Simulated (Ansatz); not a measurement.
Ge:
Space group P4₃2₁2 (No. 96); a = 5.9512 Å, b = 5.9512 Å, c = 7.0817 Å, α = 90.00°, β = 90.00°, γ = 90.00°

| atom | site | symmetry | x | y | z |
|---|---|---|---|---|---|
| Ge | 4a | ..2 | 0.0842 | 0.0842 | 0.0000 |
| Ge | 8b | 1 | 0.1694 | 0.3727 | 0.2445 |

Relaxed with r²SCAN. r²SCAN in the plane-wave PAW code Ansatz gives a gap of 0.71 eV.

What gap does HSE06 give on the same cell (Ansatz, PAW)?

0.95 eV, 0.24 eV more. The hybrid was solved on a coarser mesh and at special points; its gap is the smallest among all of these.

| k | v1 r²SCAN | c1 r²SCAN | v1 HSE06 | c1 HSE06 |
|---|---|---|---|---|
| Γ | -0.25 | 1.74 | ___ | ___ |
| Z | -0.78 | 1.14 | -0.85 | 1.34 |
| M | -0.19 | 1.43 | ___ | ___ |
| A | -1.09 | 1.58 | -1.16 | 1.81 |
| R | -0.61 | 1.13 | ___ | ___ |
| X | -0.16 | 1.53 | ___ | ___ |

Top valence (v1) and lowest conduction level (c1) in eV from each method's valence maximum (which need not be a listed point): supply the withheld HSE06 values.


- R, v1 HSE06: -0.65
- R, c1 HSE06: 1.36
- Γ, v1 HSE06: -0.28
- Γ, c1 HSE06: 1.94
- X, v1 HSE06: -0.17
- X, c1 HSE06: 1.79
- M, v1 HSE06: -0.16
- M, c1 HSE06: 1.70

Cost on shared cores: the r²SCAN run (SCF on a 5×5×4 mesh, then bands and DOS) very roughly 21 core-minutes, the HSE06 run (SCF on 3×3×3, then a few points) around 17 core-minutes (rough); the tasks are unlike.

Space group P4_32_12. The first step of the workflow began from a Materials Project structure, measured or hypothetical; the Crystallography Open Database files this formula in space group No. 96, but the cells were not matched. It is not the phase usual at ambient conditions (space group No. 227). Symmetry was held in the r²SCAN relaxation; whether a distortion lowers the energy is not shown. Scalar-relativistic: spin–orbit coupling is off unless named, which matters more the heavier the elements.

Potentials: the later of the program's two PAW sets.
